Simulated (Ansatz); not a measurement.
**Question.** Hf (hcp (Mg type), P6_3/mmc) is relaxed with PBEsol (plane waves, PAW; program Ansatz). What lattice parameters of the conventional cell result?

**Answer.** a = 3.161 Å, c = 4.996 Å.

Symmetry was held in the PBEsol relaxation. The run is not spin-polarised. Axis ratios of metals converge slowly with the k-mesh, so a and c are less sure than the volume. Scalar-relativistic: spin–orbit coupling is off unless named, which matters more the heavier the elements.

Potentials: the later of the program's two PAW sets.
